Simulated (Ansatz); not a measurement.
ScPt:
```xyz
2
Lattice="3.2856 0.0000 0.0000 0.0000 3.2856 0.0000 0.0000 0.0000 3.2856" Properties=species:S:1:pos:R:3 pbc="T T T"
Pt     0.0000     0.0000     0.0000
Sc     1.6428     1.6428     1.6428
```

Relaxed with r²SCAN.

Question: Map the electron localisation function on the plane through (0.000, 0.000, 0.000) spanned by u = [1, 0, 0] and v = [0, 1, 1] in lattice vectors, from the program Ansatz at the r²SCAN level (PAW).

Answer: x is the fraction of u, y of v (the angle between them is 90°; rows are the nearest grid lines); atoms in the plane: Pt at (0.00, 0.00), Sc at (0.50, 0.50).
```
|%%%#+-------+#%%%|
|%%%#+-------+#%%%|
|%%%*=--===--=*%%%|
|##*+=========+*##|
|*++====---====++*|
|=====-:...:-=====|
|====-.     .-====|
|===:. .---. .:===|
|==:  -#@@@#-  :==|
|-:  :#@@@@@#:  :-|
|..  =@@#+#@@=  ..|
|.   *@%: :%@*   .|
|.   *@%: :%@*   .|
|..  =@@#+#@@=  ..|
|-:  :#@@@@@#:  :-|
|==:  -#@@@#-  :==|
|===:. .---. .:===|
|====-.     .-====|
|=====-:...:-=====|
|*++====---====++*|
|##*+=========+*##|
|%%%*=--===--=*%%%|
|%%%#+-------+#%%%|
|%%%#+-------+#%%%|
```
Scale: ten equal steps from 0.040 (start of ' ') to 0.757 (end of '@'), in the order ' .:-=+*#%@'; x runs from 0.000 to 1.00, y from 0.000 (bottom) to 1.00 (top).

The density is the valence pseudo-density with augmentation charge, so density and ELF within about 1 Å of a nucleus are not all-electron values.

Space group Pm-3m (CsCl type). The workflow started from an entry of the Crystallography Open Database (COD). Whether it is the stable phase at ambient conditions was not checked. The cell was relaxed with r²SCAN under the symmetry of its start; its stability against distortions is not shown here. No spin polarisation was allowed. Scalar-relativistic: spin–orbit coupling is off unless named, which matters more the heavier the elements.

Potentials: the later of the program's two PAW sets.
